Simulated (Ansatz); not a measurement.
Hg:
```
Hg
1.0
    3.18976     0.00000     0.00000
   -1.59488     2.76241     0.00000
    0.00000     0.00000    10.04453
Hg
4
Cartesian
  0.00000   0.00000   0.00000
  0.00000   0.00000   5.02226
  0.00000   1.84161   2.51113
  1.59488   0.92080   7.53339
```

Relaxed with LDA. Special points in fractions of this cell's reciprocal vectors: Γ (0.000, 0.000, 0.000); M (0.500, 0.000, 0.000); K (0.333, 0.333, 0.000); A (0.000, 0.000, 0.500); L (0.500, 0.000, 0.500); H (0.333, 0.333, 0.500).

### Question
List the band energies nearest the Fermi level at these points for plane-wave PAW LDA (Ansatz code).

### Answer
In eV from the Fermi level; about four levels below and three above (degenerate sets whole), none deeper than 8.9 eV; points with the same levels are listed once.

```tsv
k	below	above
Γ	-5.70 -5.70 -1.61 -0.94	7.66 7.68 12.34
M	-1.35 -1.00 -0.81 -0.31	3.26 3.27 5.01
K	-1.41 -1.00 -1.00 -0.08	1.38 2.04 2.04
A	-5.84 -5.84 -5.84 -5.84 -4.61 -4.61	2.89 2.89 12.30 12.30
L	-2.20 -2.20 -2.07 -2.07	0.97 0.97 1.68 1.68
H	-0.96 -0.96 -0.86 -0.86	0.99 0.99 3.13 3.13
```

Space group P6_3/mmc (dhcp (α-La type)). The first step of the workflow began from a Materials Project structure, measured or hypothetical; the Crystallography Open Database copy checked does not list it. It is not the usual solid phase (space group No. 166). The cell was relaxed with LDA under the symmetry of its start; whether a distortion lowers the energy is not shown. The substance is a gas or liquid at ambient conditions. Scalar-relativistic: spin–orbit coupling is off unless named, which matters more the heavier the elements.

Potentials: the later of the program's two PAW sets.
